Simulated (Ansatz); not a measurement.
In2Si2O7 (space group C2/m)

```
In2Si2O7
1.0
    3.28273    -4.27851     0.00000
    3.28273     4.27851     0.00000
   -1.01619     0.00000     4.57490
In Si O
2 2 7
Direct
  0.30705   0.69295   0.00000
  0.69295   0.30705   0.00000
  0.22283   0.22283   0.41060
  0.77717   0.77717   0.58940
  0.92086   0.60611   0.78081
  0.07914   0.39389   0.21919
  0.39389   0.07914   0.21919
  0.60611   0.92086   0.78081
  0.00000   0.00000   0.50000
  0.60697   0.60697   0.28170
  0.39303   0.39303   0.71830
```

A phonon eigenvector at Γ is frozen into this cell: atom i moves by Q times the vector below, so Q is the largest atomic displacement, in Å. The cell is held.

```csv
atom,x,y,z
In1,0.000,-0.228,0.000
In2,0.000,0.228,0.000
Si3,0.000,0.000,0.305
Si4,0.000,0.000,-0.305
O5,-0.206,-0.429,-0.879
O6,0.206,0.429,0.879
O7,0.206,-0.429,0.879
O8,-0.206,0.429,-0.879
O10,0.426,0.000,-0.483
O11,-0.426,0.000,0.483
```

Atoms not listed stay in place.

These are LDA (plane waves to 420 eV, PAW, scalar-relativistic; Ansatz, a quantum-chemistry and plane-wave program) values and carry that method's errors. k mesh 5×5×6 (Γ-centred), Fermi-Dirac smearing 0.05 eV. Energies are smeared free energies. In2Si2O7 was relaxed with its symmetry unable to fall. The zero of ΔE is the undisplaced structure.

```json
[
 {"Q (Å)": "-0.180", "ΔE (meV/cell)": "withheld"},
 {"Q (Å)": "-0.150", "ΔE (meV/cell)": "365"},
 {"Q (Å)": "-0.120", "ΔE (meV/cell)": "234"},
 {"Q (Å)": "-0.090", "ΔE (meV/cell)": "131"},
 {"Q (Å)": "-0.060", "ΔE (meV/cell)": "58"},
 {"Q (Å)": "-0.030", "ΔE (meV/cell)": "15"},
 {"Q (Å)": "0.000", "ΔE (meV/cell)": "0"},
 {"Q (Å)": "0.030", "ΔE (meV/cell)": "15"},
 {"Q (Å)": "0.060", "ΔE (meV/cell)": "59"},
 {"Q (Å)": "0.090", "ΔE (meV/cell)": "134"},
 {"Q (Å)": "0.120", "ΔE (meV/cell)": "238"},
 {"Q (Å)": "0.150", "ΔE (meV/cell)": "375"},
 {"Q (Å)": "0.180", "ΔE (meV/cell)": "542"}
]
```

Question: Fit a polynomial form (powers 2, 3, 4) to the given rows and predict ΔE at Q = -0.180.

Answer: Least squares on the 12 given rows: ΔE = (16320)·Q² + (1403)·Q³ + (4869)·Q⁴, in meV/cell with Q in Å; root-mean-square residual 0.4 meV/cell. At -0.180 the fit gives 526 meV/cell; the calculation gives 526 meV/cell, the same to the digits shown. The quadratic term alone would give 529 meV/cell.

(A displaced cell: forces are minus the slopes of the energy, force constants its curvatures, and phonons follow from these.)
